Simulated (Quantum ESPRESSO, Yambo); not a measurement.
## G0W0 results for CsCaBr$_{3}$

CsCaBr$_{3}$ is modelled in the cubic space group Pm-3m (No. 221), the cubic perovskite structure, Pearson symbol cP5. Cell: a = 5.7087 Å, b = 5.7087 Å, c = 5.7087 Å, α = 90.00°, β = 90.00°, γ = 90.00°. Ca on 1b sees 6 Br at 2.854 Å (octahedral). Br on 3c is surrounded by 2 Ca at 2.854 Å and 4 Cs at 4.037 Å (octahedral). Cs on 1a has 12 Br at 4.037 Å (cuboctahedral). (Neighbours: up to the widest gap in distance over summed covalent radii, below 1.35, at either atom; cation-cation contacts left out.)

The geometry is that of Materials Project entry mp-30056, symmetrised and not relaxed again.

Starting point: norm-conserving PBEsol (Quantum ESPRESSO, 68 Ry, scalar-relativistic). G0W0 in Yambo: 2×2×2 Γ-centred k mesh, 330 bands and a 8 Ry block in the screening, 330 bands in G with the Bruneval-Gonze terminator, plasmon pole fitted at 27.2 eV.

| Quantity | Value |
|---|---|
| PBEsol gap along the band path | 4.30 eV |
| PBEsol gap between the mesh's edge points (R → Γ) | 4.30 eV |
| G0W0 gap between the same points | 6.51 eV |
| PBEsol smallest direct gap on the mesh (at Γ) | 4.55 eV |
| G0W0 direct gap at that point | 6.77 eV |

```csv
k point,band,E PBEsol (eV),E QP (eV),shift (eV),Z
Γ,VB,-0.25,-1.83,-1.58,0.82
Γ,CB,4.30,4.94,0.64,0.86
X,VB,-0.42,-2.02,-1.60,0.81
X,CB,4.83,6.42,1.59,0.83
M,VB,-0.02,-1.59,-1.57,0.81
M,CB,5.83,7.68,1.85,0.82
R,VB,0.00,-1.57,-1.57,0.81
R,CB,5.85,6.63,0.78,0.85
```

Energies count from the PBEsol valence-band maximum.

Nearest settings tried, and what they do to the gap: 206 bands in G: -7 meV; 206 bands in W, 206 bands in G: -47 meV; 7 Ry block (437 vectors against 485): -16 meV. Not varied: mesh. So the settings aren't converged at that level. The k mesh is coarse.

Spin-orbit splittings are left out. The cell is held in this high symmetry; tilts and polar distortions were not searched.

The structure is a Materials Project entry; no match was found in the copy of COD used, and its stability was not checked.
